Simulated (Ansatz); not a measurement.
SrO:
```
CELL_PARAMETERS angstrom
      0.00000     2.58014     2.58014
      2.58014     0.00000     2.58014
      2.58014     2.58014     0.00000
ATOMIC_POSITIONS crystal
  Sr 0.50000 0.50000 0.50000
  O  0.00000 0.00000 0.00000
```

Relaxed with r²SCAN.

**Question.** Decompose the optical modes at the zone centre into irreducible representations, and say which are infrared and Raman allowed.

**Answer.** Point group m-3m: Γ_opt = T1u. Infrared: T1u. Raman: none.

**Question.** Assign frequencies (DFPT, r²SCAN (plane waves, PAW; program Ansatz); without the LO–TO term).

**Answer.** T1u 214 cm⁻¹.

Space group Fm-3m (rock salt). The r²SCAN relaxation kept the symmetry of its start; phonons on a q-mesh show no instability.

Potentials: the earlier of the program's two PAW sets.
